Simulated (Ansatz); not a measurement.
Ansatz (a first-principles code) input:

Ansatz 0.2 input:
```yaml
crystal:
  lattice:
    - [4.1081040037, 0.0, 0.0]
    - [0.0, 4.8996860493, 0.0]
    - [0.0, 0.0, 2.6622665987]
  atoms:
    - { symbol: Os, position: [0.5, 0.5, 0.5] }
    - { symbol: Os, position: [0.0, 0.0, 0.0] }
    - { symbol: N, position: [0.3726956603, 0.903468573, 0.5] }
    - { symbol: N, position: [0.6273043397, 0.096531427, 0.5] }
    - { symbol: N, position: [0.8726956603, 0.596531427, 0.0] }
    - { symbol: N, position: [0.1273043397, 0.403468573, 0.0] }
kpoints:
  mp_grid: { grid: [7, 6, 11] }
  band_path:
    path:
      - [[0.0, 0.0, 0.0], [0.5, 0.0, 0.0], [0.5, 0.5, 0.0], [0.0, 0.5, 0.0], [0.0, 0.0, 0.0], [0.0, 0.0, 0.5], [0.5, 0.0, 0.5], [0.5, 0.5, 0.5], [0.0, 0.5, 0.5], [0.0, 0.0, 0.5]]  # Γ-X-S-Y-Γ-Z-U-R-T-Z
      - [[0.5, 0.0, 0.0], [0.5, 0.0, 0.5]]  # X-U
      - [[0.0, 0.5, 0.0], [0.0, 0.5, 0.5]]  # Y-T
      - [[0.5, 0.5, 0.0], [0.5, 0.5, 0.5]]  # S-R
    npoints: 6
basis: { xc_grid: 2 }
hamiltonian:
  xc: pbesol
  pseudopotentials: { kind: paw }
magnetization: { noncollinear: true, spin_orbit: true }
scf:
  n_extra_bands: 12
  convergence: { dr2_threshold: 0.0000000001 }
  occupations: { method: gaussian, width: 0.05 }
output: { eigenvalues: true }
```

Output (shortened):

```
Pseudopotential: Os, paw_fr, valence charge 16
Pseudopotential: N, paw_fr, valence charge 5
Functional definition: PBEsol
non-collinear run that drives no moment, with spin-orbit …
Crystal: 6 atoms, lattice volume = 53.587 Å³
Basis set: ecut = 420 eV, 1041 PW (Γ), exchange–correlation on 60×72×36 points (8 copies of the dense FFT grid, shifted against one another)
Bands: 64, of which v1, the nominal top of the filled ones, is band 52 counted from 1 (51 counted from 0)
Symmetry: 8 space group operations + 8 with time reversal
k-points: 96 of 462
Projection manifold: j_resolved (fully-relativistic pseudo-atomic orbitals)
SCF iter   1: F=—  HF=-24072.002066 eV  |F-HF|=—  |Δ(HF+E_count)|=         —  Δρ=8.88e-2  dr2=1.99e0  dr2_m=0.00e0 (ungated)  ethr=3.10e-3  |M|=0.00e0 ∫|m|=0.00e0 μB  |m|>n=0.0e0 m-floor=0.0e0 τ_xc=0.0e0  β_m=0.30  ⟨swp⟩=6.1  Hψ=13087  notcnv=0  defer=24
preconditioner: auto → Kerker (q_TF=auto, 2.715 Å⁻¹)
spin=Noncollinear: Kerker preconditioning applied to the charge; magnetization (m_x, m_y, m_z) channels mix plain (no charge-response kernel on spin).
SCF iter   2: F=—  HF=-24071.759372 eV  |F-HF|=—  |Δ(HF+E_count)|=   2.43e-1  Δρ=6.50e-2  dr2=1.09e0  dr2_m=0.00e0 (ungated)  ethr=3.10e-3  |M|=0.00e0 ∫|m|=0.00e0 μB  |m|>n=0.0e0 m-floor=0.0e0 τ_xc=0.0e0  β_m=0.65  ⟨swp⟩=1.0  Hψ=3552  notcnv=0  defer=86
SCF iter   3: F=—  HF=-24071.455434 eV  |F-HF|=—  |Δ(HF+E_count)|=   3.04e-1  Δρ=9.30e-3  dr2=5.64e-2  dr2_m=0.00e0 (ungated)  ethr=2.09e-3  |M|=0.00e0 ∫|m|=0.00e0 μB  |m|>n=0.0e0 m-floor=0.0e0 τ_xc=0.0e0  β_m=0.66  ⟨swp⟩=2.0  Hψ=4508  notcnv=0  defer=174
SCF iter   4: F=—  HF=-24071.449168 eV  |F-HF|=—  |Δ(HF+E_count)|=   6.27e-3  Δρ=4.79e-3  dr2=8.45e-3  dr2_m=0.00e0 (ungated)  ethr=1.08e-4  |M|=0.00e0 ∫|m|=0.00e0 μB  |m|>n=0.0e0 m-floor=0.0e0 τ_xc=0.0e0  β_m=0.83  ⟨swp⟩=1.9  Hψ=4110  notcnv=0  defer=676
SCF iter   5: F=—  HF=-24071.449198 eV  |F-HF|=—  |Δ(HF+E_count)|=   3.04e-5  Δρ=9.27e-4  dr2=3.63e-4  dr2_m=0.00e0 (ungated)  ethr=1.63e-5  |M|=0.00e0 ∫|m|=0.00e0 μB  |m|>n=0.0e0 m-floor=0.0e0 τ_xc=0.0e0  β_m=0.91  ⟨swp⟩=2.3  Hψ=4658  notcnv=0  defer=672
SCF iter   6: F=—  HF=-24071.449258 eV  |F-HF|=—  |Δ(HF+E_count)|=   5.92e-5  Δρ=1.83e-4  dr2=1.71e-5  dr2_m=0.00e0 (ungated)  ethr=6.98e-7  |M|=0.00e0 ∫|m|=0.00e0 μB  |m|>n=0.0e0 m-floor=0.0e0 τ_xc=0.0e0  β_m=0.96  ⟨swp⟩=2.6  Hψ=4810  notcnv=0  defer=672
SCF iter   7: F=—  HF=-24071.449262 eV  |F-HF|=—  |Δ(HF+E_count)|=   4.40e-6  Δρ=3.84e-5  dr2=7.14e-7  dr2_m=0.00e0 (ungated)  ethr=3.30e-8  |M|=0.00e0 ∫|m|=0.00e0 μB  |m|>n=0.0e0 m-floor=0.0e0 τ_xc=0.0e0  β_m=0.98  ⟨swp⟩=2.8  Hψ=4602  notcnv=0  defer=672
SCF iter   8: F=—  HF=-24071.449262 eV  |F-HF|=—  |Δ(HF+E_count)|=   4.32e-7  Δρ=6.56e-6  dr2=1.59e-8  dr2_m=0.00e0 (ungated)  ethr=1.37e-9  |M|=0.00e0 ∫|m|=0.00e0 μB  |m|>n=0.0e0 m-floor=0.0e0 τ_xc=0.0e0  β_m=0.99  ⟨swp⟩=2.4  Hψ=4671  notcnv=0  defer=672
SCF iter  10: F=-24071.449262 eV  HF=-24071.449262 eV  |F-HF|=3.64e-12  |Δ(HF+E_count)|=  8.00e-11  Δρ=1.59e-7  dr2=8.95e-12  dr2_m=0.00e0 (ungated)  ethr=1.00e-12  |M|=0.00e0 ∫|m|=0.00e0 μB  |m|>n=0.0e0 m-floor=0.0e0 τ_xc=0.0e0  ⟨swp⟩=8.6  Hψ=9111  notcnv=0
SCF 1 converged in 10 iterations: F = -24071.449262 eV  dr2 = 8.95e-12
NSCF: frozen V_eff on 76 k-points
SCF converged after 10 iterations
Magnetization: |M| = 0.0000 μB,  M = (+0.0000, +0.0000, +0.0000) μB
Absolute magnetization: 0.0000 μB (∫|m|)
  site 0: m = (+0.0000, +0.0000, +0.0000) μB, |m| = 0.0000 μB  (R = 0.84 Å)
  site 1: m = (+0.0000, +0.0000, +0.0000) μB, |m| = 0.0000 μB  (R = 0.84 Å)
  site 2: m = (+0.0000, +0.0000, +0.0000) μB, |m| = 0.0000 μB  (R = 0.58 Å)
  site 3: m = (+0.0000, +0.0000, +0.0000) μB, |m| = 0.0000 μB  (R = 0.58 Å)
  site 4: m = (+0.0000, +0.0000, +0.0000) μB, |m| = 0.0000 μB  (R = 0.58 Å)
  site 5: m = (+0.0000, +0.0000, +0.0000) μB, |m| = 0.0000 μB  (R = 0.58 Å)
Free energy (F): -24071.449262 eV
Harris-Foulkes:  -24071.449262 eV  (|F-HF|=3.64e-12)
Internal energy: -24071.447720 eV  (E = F + TS)
E sigma→0 (E₀):  -24071.448491 eV
Entropy (-TS):   -0.001542 eV (-0.257 meV/atom)
Fermi energy:    18.543734 eV
--- Per-component energies (eV) ---
  E_band       = -194.551720
  E_kinetic    = 1649.090853
  E_local      = -2549.700213  (includes V_loc(G=0)·N_el)
  E_nonlocal   = 169.140732
  E_hartree    = 950.136211
  E_xc         = -766.943837
  E_vxc        = -869.801760  (∫ρ·V_xc dr)
  E_paw        = -18294.324453  (= ΣΔE_a)
  E_vpaw       = -493.554055  (= ΣTr[D̂ρ^β])
  E_aug_tail   = 0.000276  (compensation charges beyond the density's cutoff)
  E_ewald      = -5229.465674
  E_core_change = 0.618385  (= ΣΔE_core)
  E_smearing   = -0.001542  (= −TS)
  E_closure    = 0.000000  (closes the sum)
  Σ components = -24071.449262   (vs F -24071.449262, Δ=0.00e0)
  [band-id]    e_kinetic+e_local+e_nonlocal+2·e_hartree+e_vxc+e_vpaw+e_augmentation_tail = -194.551744   (vs E_band -194.551720, Δ=-2.43e-5)
--- Band table (eV; the first three rows and the last of 96) ---
  k-point 0: bands = ["-67.5569", "-67.5569", "-67.5528", "-67.5528", "-36.0031", "-36.0031", "-35.9791", "-35.9791", "-23.8640", "-23.8640", "-23.8318", "-23.8318", "-23.7378", "-23.7378", "-23.6887", "-23.6887", "-2.2470", "-2.2470", "-1.2636", "-1.2636", …
  k-point 1: bands = ["-67.5533", "-67.5533", "-67.5494", "-67.5494", "-36.0117", "-36.0117", "-35.9887", "-35.9887", "-23.8747", "-23.8747", "-23.8633", "-23.8633", "-23.7645", "-23.7645", "-23.6946", "-23.6946", "-2.1403", "-2.1403", "-1.1886", "-1.1886", …
  k-point 2: bands = ["-67.5435", "-67.5435", "-67.5401", "-67.5401", "-36.0348", "-36.0348", "-36.0147", "-36.0147", "-23.9798", "-23.9798", "-23.9453", "-23.9453", "-23.7781", "-23.7781", "-23.6894", "-23.6894", "-1.8407", "-1.8407", "-0.9839", "-0.9839", …
  k-point 95: bands = ["-67.5110", "-67.5110", "-67.5110", "-67.5110", "-36.1069", "-36.1069", "-36.1067", "-36.1067", "-24.3223", "-24.3223", "-24.3217", "-24.3217", "-23.6706", "-23.6706", "-23.6691", "-23.6691", "-0.6053", "-0.6053", "-0.6016", "-0.6016", …
```

Cost: very roughly 100 core-seconds on shared cores.

Space group Pnnm. The workflow started from a Materials Project entry (that database holds measured and hypothetical structures alike); the Crystallography Open Database copy checked does not list it. Its standing as an ambient phase is unchecked. Symmetry was held in the PBEsol relaxation; whether a distortion lowers the energy is not shown. No spin polarisation was allowed. Its formation energy is positive at this level, so the cell may be metastable or incomplete.

Potentials: the later of the program's two PAW sets.

Ansatz is a plane-wave DFT program.
